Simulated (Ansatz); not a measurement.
Elastic constants of SrCl$_{2}$: input and output

The calculation used DFT LDA, scalar-relativistic, plane waves, PAW in Ansatz 0.2.0.

Launched with:
```bash
ansatz run input.yaml --threads 1 --pin off --max-ram 1228MiB --backend cpu --events-out ev --progress --plain --runs-dir out
```

Input (bare energies are in eV):
```yaml
crystal:
  lattice:
    - [0.0, 3.3965, 3.3965]
    - [3.3965, 0.0, 3.3965]
    - [3.3965, 3.3965, 0.0]
  atoms:
    - { symbol: Sr, position: [0.0, 0.0, 0.0] }
    - { symbol: Cl, position: [0.25, 0.25, 0.25] }
    - { symbol: Cl, position: [0.75, 0.75, 0.75] }
basis:
  ecutwfc: 420
kpoints:
  mp_grid: { grid: [6, 6, 6] }
hamiltonian:
  xc: lda
scf:
  occupations: { method: fixed }
output:
  forces: true
  stress: true
  eigenvalues: true
elastic:
  mode: relaxed_ion
  stencil: two_point
```

From the output:
```
--- Elastic constants: 2 strain directions × 2 members + reference (group order 48) ---
  dense FFT box of the reference and of every strained cell: 36×36×36
  strains applied: 11, 23; error gains: componentwise 1.00 (the most a stress slope's error grows in a printed constant), spectral 1.73 (1 for all six strains in a standard setting)
  C = ∂σ_k/∂η_j (tension-positive GPa; Voigt order 11 22 33 23 13 12):
        82.665     25.776     25.776     -0.000     -0.000      0.000
        25.776     82.665     25.776      0.000      0.000     -0.000
        25.776     25.776     82.665      0.000     -0.000     -0.000
        -0.000      0.000      0.000     11.711     -0.000      0.000
        -0.000     -0.000      0.000      0.000     11.711      0.000
        -0.000      0.000      0.000     -0.000      0.000     11.711
  reference stress σ⁰ (GPa):     -0.140     -0.140     -0.140     -0.000      0.000      0.000
  C* (energy form; C + prestress term) asymmetry max|C*_kj − C*_jk| = 1.421e-14 GPa — a small one proves nothing (zero by symmetry where the batch's group is 432, −43m or m−3m); a large one is finite-difference/SCF noise where every solve ...
  moduli (Voigt/Reuss/Hill, GPa): K = 44.74/44.74/44.74   G = 18.40/15.31/16.86   E = 44.93   ν = 0.333
  mechanically stable: yes (min eigenvalue of sym C = 11.71 GPa)
  strain η (Voigt 11):  stress-route row diagonal C_11 = 82.67 GPa, energy-path curvature d²(F+E_count+ΔE)/dδ²/Ω₀ = 82.66 GPa
         δ    σ_11 (GPa) F (eV) n_scf n_hpsi n_pw
    -2.000e-3      -0.3066       -5540.0942064       7    9238   1544   relax 0 steps, max|allowed force component| 1.39e-17 eV/Å
     2.000e-3       0.0240       -5540.0944811       6    8954   1548   relax 0 steps, max|allowed force component| 1.39e-17 eV/Å
  strain η (Voigt 23):  stress-route row diagonal C_44 = 11.71 GPa, energy-path curvature d²(F+E_count+ΔE)/dδ²/Ω₀ = 11.78 GPa
         δ    σ_23 (GPa) F (eV) n_scf n_hpsi n_pw
    -2.000e-3      -0.0234       -5540.0944129       2    7266   1544   relax 3 steps, max|allowed force component| 4.38e-8 eV/Å
     2.000e-3       0.0234       -5540.0944129       2    7294   1544   relax 2 steps, max|allowed force component| 2.13e-7 eV/Å
```

The cell is the ideal cubic fluorite prototype; whether it is the stable structure of this composition wasn't checked.